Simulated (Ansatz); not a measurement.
Kick test of a cell of BaHgI₄

It was reached by relaxing an invented guess, and it needn't be the stable form of this composition.

Theory: Ansatz 0.2.0, DFT PBE, scalar-relativistic, plane waves, PAW. Settings: cutoff 420 eV, Γ-centred mesh 4×6×4 on the computed 6-atom cell, Gaussian smearing of 0.02 eV; no spin polarisation.

The cell below (6 atoms, space group P2/m (No. 10)) is relaxed within its symmetry.

```cif
data_structure
_symmetry_space_group_name_H-M 'P 1'
_symmetry_Int_Tables_number 1
_cell_length_a 7.7868
_cell_length_b 4.7244
_cell_length_c 8.2807
_cell_angle_alpha 90.000
_cell_angle_beta 90.877
_cell_angle_gamma 90.000
_cell_volume 304.59
loop_
_atom_site_label
_atom_site_type_symbol
_atom_site_fract_x
_atom_site_fract_y
_atom_site_fract_z
_atom_site_occupancy
Ba1 Ba 0.00000 0.50000 0.50000 1
Hg1 Hg 0.00000 0.00000 0.00000 1
I1 I 0.23891 0.00000 0.30110 1
I2 I 0.77707 0.50000 0.13489 1
I3 I 0.22293 0.50000 0.86511 1
I4 I 0.76109 0.00000 0.69890 1
```

For the test it was strained at random (σ = 1.5 % a component), the atoms were moved at random (σ = 0.15 Å), and all was relaxed again on a coarse 4×2×2 mesh (in the run’s order of axes) with 0.10 eV smearing, with no symmetry imposed.

No dispersion correction is applied, so the spacing and binding between layers, chains or molecules are poorly described. Spin–orbit coupling, which can matter for Hg and I, is left out.

Question: What happens?

Answer: It doesn't return. The energy falls by 49 meV/atom on that mesh, the volume changes by 6.1 %, and the end has space group P1 (No. 1) at a loose tolerance. Relaxed again on a 6×4×4 mesh with 0.02 eV smearing, the new structure lies 49 meV/atom below the first (mesh in the axes of the run's cell; the cell below is made exact in the group named). Space group P1 (No. 1), triclinic, a = 5.048 Å, b = 7.603 Å, c = 8.953 Å, α = 90.3°, β = 101.7°, γ = 98.3°. Around Ba lie 6 I at 3.34–3.58 Å; Hg has 2 I at 2.70–2.72 Å and 1 I at 2.96 Å; around I on its first site lie 2 Ba at 3.34–3.35 Å; I on its second site has 1 Hg at 2.70 Å and 1 Ba at 3.57 Å; 2 more sites not described.

Space group P1 (No. 1). a = 5.048 Å, b = 7.603 Å, c = 8.953 Å, α = 90.28°, β = 101.74°, γ = 98.26°
```tsv
atom	site	symmetry	x	y	z
Ba	1a	1	0.5251	0.0334	0.5089
Hg	1a	1	0.9529	0.9497	0.0581
I	1a	1	0.1227	0.2961	0.6266
I	1a	1	0.5919	0.7562	0.8312
I	1a	1	0.3985	0.2059	0.1344
I	1a	1	0.9088	0.7587	0.3407
```
